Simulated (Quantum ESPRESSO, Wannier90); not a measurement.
**Wannier functions of GaN (zinc blende)**

Materials Project entry mp-830; symmetrised, unrelaxed at this level. Not found in the COD (Crystallography Open Database) copy used, which has the formula in other groups; not checked further. Level: PBE, no spin polarisation, no spin-orbit coupling; pw.x of Quantum ESPRESSO at 68 Ry with PseudoDojo potentials, 12×12×12 k-points, Wannier90. Density: 12×12×12 mesh, cold smearing 0.01 Ry.

```
begin unit_cell_cart
ang
    0.0000000000    2.2535000000    2.2535000000
    2.2535000000    0.0000000000    2.2535000000
    2.2535000000    2.2535000000    0.0000000000
end unit_cell_cart
mp_grid = 12 12 12
```

Q: Which shells of neighbouring k-points and which b-vectors and weights does Wannier90 pick for this cell and mesh?

A: 
```
 *---------------------------------- K-MESH ----------------------------------*
 +----------------------------------------------------------------------------+
 |                    Distance to Nearest-Neighbour Shells                    |
 |                    ------------------------------------                    |
 |          Shell             Distance (Ang^-1)          Multiplicity         |
 |          -----             -----------------          ------------         |
 |             1                   0.201220                      8            |
 |             2                   0.232349                      6            |
 |             3                   0.328591                     12            |
 |             4                   0.385307                     24            |
 |             5                   0.402441                      8            |
 |             6                   0.464698                      6            |
 |             7                   0.506393                     24            |
 |             8                   0.519548                     24            |
       ... (lines left out)
 +----------------------------------------------------------------------------+
 | The b-vectors are chosen automatically                                     |
 | The following shells are used:                       1                     |
 +----------------------------------------------------------------------------+
 |                        Shell   # Nearest-Neighbours                        |
 |                        -----   --------------------                        |
 |                          1               8                                 |
 +----------------------------------------------------------------------------+
 | Completeness relation is fully satisfied [Eq. (B1), PRB 56, 12847 (1997)]  |
 +----------------------------------------------------------------------------+
 |                  b_k Vectors (Ang^-1) and Weights (Ang^2)                  |
 |                  ----------------------------------------                  |
 |            No.         b_k(x)      b_k(y)      b_k(z)        w_b           |
 |            ---        --------------------------------     --------        |
 |             1         0.116175    0.116175   -0.116175     9.261640        |
 |             2         0.116175   -0.116175    0.116175     9.261640        |
 |             3        -0.116175    0.116175    0.116175     9.261640        |
 |             4         0.116175    0.116175    0.116175     9.261640        |
 |             5        -0.116175   -0.116175    0.116175     9.261640        |
 |             6        -0.116175    0.116175   -0.116175     9.261640        |
 |             7         0.116175   -0.116175   -0.116175     9.261640        |
 |             8        -0.116175   -0.116175   -0.116175     9.261640        |
```
